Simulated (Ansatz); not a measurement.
EuCo2Si2, a known structure type with other elements, at an estimated volume

```yaml
crystal:
  lattice:
    - [0.00000, 4.19267, 0.00000]
    - [4.19267, 0.00000, 0.00000]
    - [2.09634, 2.09634, -4.79951]
  atoms:
    - { symbol: Co, position: [0.75000, 0.25000, 0.50000] }
    - { symbol: Co, position: [0.25000, 0.75000, 0.50000] }
    - { symbol: Eu, position: [0.00000, 0.00000, 0.00000] }
    - { symbol: Si, position: [0.37500, 0.37500, 0.25000] }
    - { symbol: Si, position: [0.62500, 0.62500, 0.75000] }
```

Single point in Ansatz 0.2.0 with r2SCAN, collinear spin. Cutoff 500 eV, PAW datasets, 6×6×6 Γ-centred k mesh, fermi-dirac filling (width 0.1 eV).

Magnetic state (reached from a saved solution, and it need not be the lowest): Co1 up, Co2 down, Eu3 up.

Q: Give the spin moments.

A: Co1 +1.32, Co2 -1.37, Eu3 +6.71 μB of spin moment in Bader basins; net size 6.72 μB a cell.

Q: Which atom feels the largest force, and which way?

A: The largest is on Si4 (and as large on other atoms): 1.23 eV/Å, components (0.00, 0.00, -1.23). It makes 180° with the line to a nearest neighbour, Si5 at 2.40 Å, pointing away from it.

Q: Give the Bader charges.

A: Bader charges in e: Eu +1.40, Co -0.28, Si -0.42. In the mean Eu gives up most and Si takes most.

Q: Is there a gap?

A: It is a metal, with about 3.5 states/eV a cell as the mean within 0.25 eV of the Fermi level, mostly Co d (35 %), Eu f (34 %) and Si p (12 %).

Q: What is the formation energy?

A: -0.47 eV an atom against the elements' usual phases (free molecules for gases, crystals otherwise, with no correction for O₂ or N₂), so it is bound against them; other compounds may still compete. Relaxing would lower it.

Origin: a known structure type with other elements, at an estimated volume, so it need not be a known compound. Caveats: f shells without a U or exact exchange are poorly placed.
